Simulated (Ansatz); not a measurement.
The start is a randomly generated symmetric cell of GaCuSe2 (space group No. 183). A full variable-cell relaxation at zero pressure is run with r2SCAN (plane waves to 500 eV, PAW, scalar-relativistic; Ansatz, a quantum-chemistry and plane-wave program). The first steps use a coarse 6×6×5 k-mesh.

Starting cell:
```
GaCuSe2
1.0
    4.68641     0.00000     0.00000
   -2.34321     4.05855     0.00000
    0.00000     0.00000     4.58198
Cu Ga Se
1 1 2
Cartesian
  0.00000   0.00000   1.91446
  0.00000   0.00000   4.52168
  0.00000   2.70570   2.97819
  2.34321   1.35285   2.97819
```

| Quantity | Result |
|---|---|
| Largest initial force | about 5.3 eV/Å, on Cu1 (atoms numbered as listed) |
| Outcome | The space group stays P6mm (No. 183) (the run could not lower it), with 4 atoms in the primitive cell |
| Energy released | 0.19 eV/atom |
| Volume change | +5.4 %, from 21.79 to 22.97 Å³/atom |
| Shortest distances (start → end) | The closest pairs of elements (up to four, under 3.6 Å), start → end: Cu–Ga 1.97 → 2.37 Å; Se–Se 2.71 → 2.73 Å; Cu–Se 2.91 → 2.80 Å; Ga–Se 3.11 → 3.23 Å |
| Band gap at the end | no gap (metallic) |
| Optimiser moves | 8 |

Final values are on a 11×11×10 k-mesh of the relaxed cell. No spin polarisation in the result.

The run could not lose the symmetry of its start, so the end can be a saddle point.

The relaxed structure here is a generated cell of GaCuSe2: the first start was made by a random draw of sites in a space group, and the end was not matched to a known phase here, so it may be hypothetical. Known forms of GaCuSe2 include space group No. 122.
